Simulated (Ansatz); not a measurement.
Mo$_{2}$C in space group P-3m1 (No. 164; Mo on 2d, C on 1b) at seven volumes, DFT-PBEsol in the program Ansatz with PAW potentials, shape and atoms relaxed at each. One row is withheld.

```csv
V (Å³/atom),P (GPa)
11.156,?
11.524,20.67
11.892,9.45
12.260,0.00
12.627,-7.94
12.995,-14.59
13.363,-20.13
```

Problem. Fit the shown pressures and predict the withheld one.

Solution. P = (3/2)B₀(x^(7/2) − x^(5/2))[1 + (3/4)(B′ − 4)(x − 1)] with x = (V₀/V)^(2/3). Least squares on the six rows gives V₀ = 12.259 Å³/atom, B₀ = 288 GPa, B′ = 4.84. At V = 11.156, x = 1.0649 and P = 34.13 GPa. The run itself gave 33.84 GPa.

The workflow started from a Materials Project entry (that database holds measured and hypothetical structures alike); the Crystallography Open Database copy checked does not list it. COD files the formula under space group No. 60, so this cell is another polymorph or a model. Whether it is the stable phase at ambient conditions was not checked. The cell was relaxed with PBEsol under the symmetry of its start; of distortions, only those at the zone centre were tested. The run is not spin-polarised.

Potentials: the later of the program's two PAW sets.
